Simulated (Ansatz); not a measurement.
**Profile along the Ti–Ti line in Ti (hcp, Mg type)**

Ti (hcp, Mg type), conventional cell a = b = 2.9009 Å, c = 4.5904 Å, α = β = 90.00°, γ = 120.00°. The calculation uses the primitive cell of 2 atoms, to which meshes and values per cell refer.

Fields along a shortest Ti–Ti line of a (0001) plane (2.90 Å), from Ti to Ti, interpolated on the slice's grid (step about 0.2 Å). All values below come from PBEsol (plane waves to 420 eV, PAW, scalar-relativistic; Ansatz, a first-principles code). k mesh 18×18×10. Near the nuclei the fields are pseudised (PAW); where an atom keeps semicore shells as valence, they peak there. Ti is run without spin polarisation. Ti was relaxed with its symmetry unable to fall.

```
distance from Ti (Å)  valence electron density (e/Å³)  electron localisation function
--------------------  -------------------------------  ------------------------------
0.00                                            10.23                               x
0.14                                            10.00                               x
0.29                                             8.91                               x
0.44                                             6.66                               x
0.58                                             3.90                            0.65
0.72                                             1.76                            0.54
0.87                                             0.69                            0.30
1.02                                             0.35                            0.14
1.16                                             0.24                            0.14
1.30                                             0.21                            0.21
1.45                                             0.20                            0.26
1.59                                             0.21                            0.21
1.74                                             0.24                            0.14
1.89                                             0.35                            0.14
2.03                                             0.69                            0.30
2.17                                             1.76                            0.54
2.32                                             3.90                            0.65
2.47                                             6.66                               x
2.61                                             8.91                               x
2.75                                            10.00                               x
2.90                                            10.23                               x
```

x: too close to a nucleus for the ELF to mean much.

Density on the Ti–Ti line (2.90 Å) at its midpoint: 0.20 e/Å³. ELF at that point: 0.26.
